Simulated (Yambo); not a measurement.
SiO₂ (space group I4/mmm, No. 139), G0W0@PBEsol in Yambo with this input:

```
rim_cut
gw0
dyson
el_el_corr
HF_and_locXC
ppa
em1d
RandQpts= 1000000
RandGvec= 1 Ry
EXXRLvcs= 84 Ry
VXCRLvcs= 336 Ry
Chimod= "HARTREE"
% BndsRnXp
 1 | 296 |
%
NGsBlkXp= 7 Ry
% LongDrXp
 1.0 | 1.0 | 1.0 |
%
PPAPntXp= 27.2114 eV
% GbndRnge
 1 | 296 |
%
GTermKind= "BG"
DysSolver= "n"
ExtendOut
```

On a 2×2×2 mesh, with wavefunctions cut at 84 Ry, the gap (M → Γ) is 8.418 eV and the valence edge shifts by -1.911 eV.

Question: What happens with this change: no random integration?

Answer: The gap falls by 0.157 eV, to 8.261 eV; the shift of the valence edge becomes -1.657 eV. Neither run is shown to be the converged limit.

Geometry of the Materials Project entry, not relaxed at this level; primitive cell a = b = c = 6.842 Å, α = β = 98.38°, γ = 135.12°.

This is not the ordinary phase of the substance; no match was found in the copy of COD used, and its stability was not checked.

A shift is the quasiparticle energy of the state minus its PBEsol energy.
